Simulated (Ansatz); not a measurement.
Input and steps of a relaxation of cell and atoms on an ordered 6-atom cell of SiGe2 on the diamond lattice (P-3m1) (the PAW code Ansatz, r2SCAN). The starting cell comes from a relaxation with PBE.

```yaml
crystal:
  lattice:
    - [3.9976429786, 0.0, 0.0]
    - [-1.9988214893, 3.4620603747, 0.0]
    - [0.0, 0.0, 9.7869898913]
  atoms:
    - { symbol: Si, position: [0.0, 0.0, 0.8792597315] }
    - { symbol: Ge, position: [0.6666666667, 0.3333333333, 0.5436619329] }
    - { symbol: Ge, position: [0.3333333333, 0.6666666667, 0.2018584887] }
    - { symbol: Ge, position: [0.6666666667, 0.3333333333, 0.7981415113] }
    - { symbol: Ge, position: [0.3333333333, 0.6666666667, 0.4563380671] }
    - { symbol: Si, position: [0.0, 0.0, 0.1207402685] }
kpoints:
  mp_grid: { grid: [6, 6, 2] }
hamiltonian:
  xc: r2scan
scf:
  occupations: { method: fermi_dirac, width: 0.02 }
relax:
  f_tol: 0.005
  cell: {}
```

The trajectory has 5 recorded frames, each with fractional positions and then forces in eV/Å along x, y and z. The last, and any step after a large change of cell, is solved on a basis re-selected at its cell; pressure is positive in compression.

Step 1: energy 0.0 meV/atom from step 1, largest force component 0.062 eV/Å, pressure -2.54 GPa; a = 3.998 Å, b = 3.998 Å, c = 9.787 Å, α = 90.00°, β = 90.00°, γ = 120.00°
```
Si 0.0000 0.0000 0.8793     0.000   0.000  -0.062
Ge 0.6667 0.3333 0.5437     0.000   0.000  -0.033
Ge 0.3333 0.6667 0.2019     0.000   0.000   0.048
Ge 0.6667 0.3333 0.7981     0.000   0.000  -0.048
Ge 0.3333 0.6667 0.4563     0.000   0.000   0.033
Si 0.0000 0.0000 0.1207     0.000   0.000   0.062
```

Step 2: energy -6.5 meV/atom from step 1, largest force component 0.046 eV/Å, pressure -0.17 GPa; a = 3.962 Å, b = 3.962 Å, c = 9.647 Å, α = 90.00°, β = 90.00°, γ = 120.00°
```
Si 0.0000 0.0000 0.8781     0.000   0.000   0.025
Ge 0.6667 0.3333 0.5427     0.000   0.000   0.046
Ge 0.3333 0.6667 0.2030     0.000   0.000  -0.028
Ge 0.6667 0.3333 0.7970     0.000   0.000   0.028
Ge 0.3333 0.6667 0.4573     0.000   0.000  -0.046
Si 0.0000 0.0000 0.1219     0.000   0.000  -0.025
```

Step 3: energy -6.6 meV/atom from step 1, largest force component 0.040 eV/Å, pressure +0.07 GPa; a = 3.952 Å, b = 3.952 Å, c = 9.667 Å, α = 90.00°, β = 90.00°, γ = 120.00°
```
Si 0.0000 0.0000 0.8786     0.000   0.000  -0.010
Ge 0.6667 0.3333 0.5435     0.000   0.000  -0.040
Ge 0.3333 0.6667 0.2026     0.000   0.000  -0.001
Ge 0.6667 0.3333 0.7974     0.000   0.000   0.001
Ge 0.3333 0.6667 0.4565     0.000   0.000   0.040
Si 0.0000 0.0000 0.1214     0.000   0.000   0.010
```

Step 4: energy -6.6 meV/atom from step 1, largest force component 0.002 eV/Å, pressure 0.00 GPa; a = 3.956 Å, b = 3.956 Å, c = 9.657 Å, α = 90.00°, β = 90.00°, γ = 120.00°
```
Si 0.0000 0.0000 0.8784     0.000   0.000   0.002
Ge 0.6667 0.3333 0.5432     0.000   0.000  -0.001
Ge 0.3333 0.6667 0.2026     0.000   0.000   0.001
Ge 0.6667 0.3333 0.7974     0.000   0.000  -0.001
Ge 0.3333 0.6667 0.4568     0.000   0.000   0.001
Si 0.0000 0.0000 0.1216     0.000   0.000  -0.002
```

Step 5: energy -6.5 meV/atom from step 1, largest force component 0.002 eV/Å, pressure 0.00 GPa; a = 3.956 Å, b = 3.956 Å, c = 9.657 Å, α = 90.00°, β = 90.00°, γ = 120.00°
```
Si 0.0000 0.0000 0.8784     0.000   0.000   0.002
Ge 0.6667 0.3333 0.5432     0.000   0.000  -0.001
Ge 0.3333 0.6667 0.2026     0.000   0.000   0.001
Ge 0.6667 0.3333 0.7974     0.000   0.000  -0.001
Ge 0.3333 0.6667 0.4568     0.000   0.000   0.001
Si 0.0000 0.0000 0.1216     0.000   0.000  -0.002
```

The walk took 4 steps, besides SCFs solved again on a fresh basis, and changed the volume by -3.4 %. The last SCF, on a fresh basis, lies 6.5 meV an atom below the first. At the end: space group P-3m1 (No. 164), trigonal; a = 3.956 Å, c = 9.657 Å in the conventional setting, 21.81 Å³ an atom. Around Si lie 1 Si at 2.35 Å and 3 Ge at 2.41 Å; around Ge lie 4 Ge at 2.43–2.45 Å; around Ge lie 3 Si at 2.41 Å and 1 Ge at 2.45 Å.

Run as `ansatz run input.yaml --threads 4 --pin off --max-ram 6451MiB --backend cpu --events-out ev --progress --plain --runs-dir out`. Wall time 12 s on 4 threads of Arm Neoverse V2, with other jobs on the host, load about 0.5 per core; peak host memory 0.57 GiB.

The calculation is spin-unpolarised, and the structure need not be a phase that has been made.
